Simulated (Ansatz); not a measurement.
**Property card for AlCu₃**

AlCu$_{3}$:
```cif
data_AlCu3
_chemical_formula_sum 'Al1 Cu3'
_space_group_name_H-M_alt 'P 1'
_space_group_IT_number 1
_cell_length_a 3.63255
_cell_length_b 3.63255
_cell_length_c 3.63255
_cell_angle_alpha 90.000
_cell_angle_beta 90.000
_cell_angle_gamma 90.000
loop_
_space_group_symop_operation_xyz
  'x, y, z'
loop_
_atom_site_label
_atom_site_type_symbol
_atom_site_fract_x
_atom_site_fract_y
_atom_site_fract_z
_atom_site_occupancy
Al1 Al 0.00000 0.00000 0.00000 1
Cu1 Cu 0.50000 0.50000 0.00000 1
Cu2 Cu 0.00000 0.50000 0.50000 1
Cu3 Cu 0.50000 0.00000 0.50000 1
```

Space group Pm-3m (No. 221), Cu3Au type; conventional cell a = 3.6325 Å, b = 3.6325 Å, c = 3.6325 Å, α = 90.00°, β = 90.00°, γ = 90.00°.

Method: the program Ansatz at the PBEsol level (PAW). Structure relaxed to zero pressure with the same functional. Other levels are named where they apply.

Cell and energy:

```yaml
volume_per_atom: 11.98 Å³
density: 7.54 g/cm³
Formation energy from the elements (no fitted shifts): -0.19 eV/atom
```

Electronic structure:

```yaml
electronic_character: metallic (no gap)
Density of states at the Fermi level: 0.31 states/eV per atom (mean over ±0.08 eV)
```

Mechanics:

```yaml
Bulk modulus (Birch–Murnaghan fit): 152 GPa
Pressure derivative B′: 4.7
Elastic constants (relaxed ions, GPa): C11 = 179, C12 = 138, C44 = 97.2
mechanical_stability: stable (all eigenvalues of C positive)
hill_bulk_and_shear_moduli: 152 and 52.8 GPa
Young's modulus: 142 GPa
Poisson's ratio: 0.34
debye_temperature_from_the_elastic_constants: 387 K
```

Phonons:

```yaml
highest_zone_centre_frequency: 303 cm⁻¹
zone_centre_stability: no imaginary mode at Γ
```

The first step of the workflow began from a Materials Project structure, measured or hypothetical; the Crystallography Open Database copy checked does not list it. With Al and Cu taken as one species the cell has the higher symmetry Fm-3m, so it may be an ordered model of a mixed-site phase. Its standing as an ambient phase is unchecked. Symmetry was held in the PBEsol relaxation. The run is not spin-polarised. As this level gives no gap, shear constants depend on the k-mesh and smearing (Fermi–Dirac, 0.1 eV here). As this level gives no gap, phonon frequencies hold no LO–TO term and depend on the k-mesh and smearing (Fermi–Dirac, 0.1 eV here). The references are the lowest solids computed at this level, not always the standard phases.

Potentials: the later of the program's two PAW sets.
